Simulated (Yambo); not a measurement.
## Bethe-Salpeter results for NaF

```
CELL_PARAMETERS angstrom
      0.00000     2.31367     2.31367
      2.31367     0.00000     2.31367
      2.31367     2.31367     0.00000
ATOMIC_POSITIONS crystal
  F  0.50000 0.50000 0.50000
  Na 0.00000 0.00000 0.00000
```

Cell and atoms were relaxed with PBEsol from Materials Project entry mp-682, within its symmetry.

BSE in Yambo on norm-conserving PBEsol (Quantum ESPRESSO, 88 Ry, scalar-relativistic) bands: 10×10×10 mesh, 3 valence and 1 conduction bands, static screening with 15 bands and a 4 Ry block, scissor 4.56 eV, Tamm-Dancoff; field along x.

```tsv
state	energy (eV)	states within 2 meV	relative strength	class	main transitions
1	8.88	3	1.00	strong	several band pairs
2	10.14	3	0.07	strong	several band pairs
3	10.16	3	< 0.01	dark	several band pairs
4	10.24	2	< 0.01	dark	several band pairs
5	10.26	3	< 0.01	dark	several band pairs
6	10.47	1	< 0.01	dark	VB−2 → CB (100 %)
7	10.51	2	< 0.01	dark	several band pairs
8	10.51	3	< 0.01	dark	several band pairs
```

These are vertical excitations (zero momentum). The direct quasiparticle gap on this mesh is 10.78 eV; counted from there, state 1 is bound by 1.90 eV. Convergence with the mesh was not shown.

Spin singlets only. Strengths are relative to the strongest of the lowest states of this run; strong means a line over 3 % of the spectrum's maximum, dark under 0.03 %. Absolute energies carry the error of the G0W0 scissor, whose convergence isn't established.
